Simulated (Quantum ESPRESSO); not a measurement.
# AlSi3C3N: a curve over strain

A calculation, not a measurement. The program is pw.x of Quantum ESPRESSO 7.5 (plane-wave density functional theory). The cell is made up: 8 atoms on a zincblende/diamond lattice, with randomly drawn elements, strain and displacements, not relaxed. PseudoDojo standard norm-conserving files (v0.5 for PBE, v0.4.1 for LDA and PBEsol) set the functional; there is no spin polarisation, spin-orbit coupling or dispersion term, and the masses in the input are unused placeholders.

Seven runs add a strain to one cell (along z); the atoms follow the cell and are not relaxed. Stress in the table is positive in tension.

Input of the run at +0.0005:

```
&control calculation='scf', pseudo_dir='./dojo.nc.sr.pbe.v0_5.standard.upf', outdir='./o', disk_io='low', tprnfor=.true., tstress=.true. /
&system ibrav=0, nat=8, ntyp=4, nbnd=22, ecutwfc=84.00895049, nosym=.true., tot_charge=0,
 occupations='smearing', smearing='fd', degauss=0.0018374661
/
&electrons conv_thr=7.350e-09, electron_maxstep=60, /
ATOMIC_SPECIES
Al 1.0 Al.upf
C 1.0 C.upf
N 1.0 N.upf
Si 1.0 Si.upf
CELL_PARAMETERS angstrom
4.2991 -0.0791 -0.0104
-0.0791 4.4249 0.0043
-0.0104 0.0043 4.3107
ATOMIC_POSITIONS angstrom
Al -0.0251 0.0075 0.0232
Si -0.0015 2.2177 2.1366
Si 2.1581 -0.1239 2.1927
Si 2.0734 2.1671 0.0015
C 0.9507 1.0147 1.1191
N 1.0265 3.2803 3.1798
C 3.149 1.0824 3.1935
C 3.1766 3.2256 1.0298
K_POINTS automatic
4 4 4 1 1 1
```

| added strain | free energy less that of the input shown (eV) | stress xx (GPa) | stress yy (GPa) | stress zz (GPa) | stress xy (GPa) | pressure (GPa) | next band up at Gamma (eV) | iterations |
| --- | --- | --- | --- | --- | --- | --- | --- | --- |
| -0.0208 | 0.1648 | -14.22 | -8.44 | -19.01 | -13.72 | 13.89 | 0.887 | 11 |
| -0.0098 | 0.0694 | -12.04 | -6.57 | -14.97 | -13.32 | 11.19 | 0.906 | 11 |
| -0.0059 | 0.0411 | -11.31 | -5.95 | -13.54 | -13.18 | 10.27 | 0.911 | 11 |
| +0.0005 | 0.0000 | -10.15 | -4.95 | -11.21 | -12.94 | 8.77 | 0.918 | 12 |
| +0.0037 | -0.0173 | -9.60 | -4.48 | -10.06 | -12.83 | 8.05 | 0.922 | 11 |
| +0.0114 | -0.0516 | -8.30 | -3.38 | -7.29 | -12.56 | 6.32 | 0.930 | 12 |
| +0.0188 | -0.0745 | -7.13 | -2.38 | -4.64 | -12.30 | 4.72 | 0.937 | 12 |

A cubic fit gives a slope of stress zz against the added strain of 362 GPa at zero added strain, with the atoms clamped. Across the table the free energy follows the integral of the stress to within 0.8 meV. A rerun of one of the cells at 1437 eV and a 6 x 6 x 6 mesh moved values by no more than 0.006 eV in energy, 0.02 GPa in stress and 0.003 eV/Å in force. The band column is the level of band 17 at Gamma less that of band 16, whose number is half the electron count, rounded up; it comes from a band step after each run.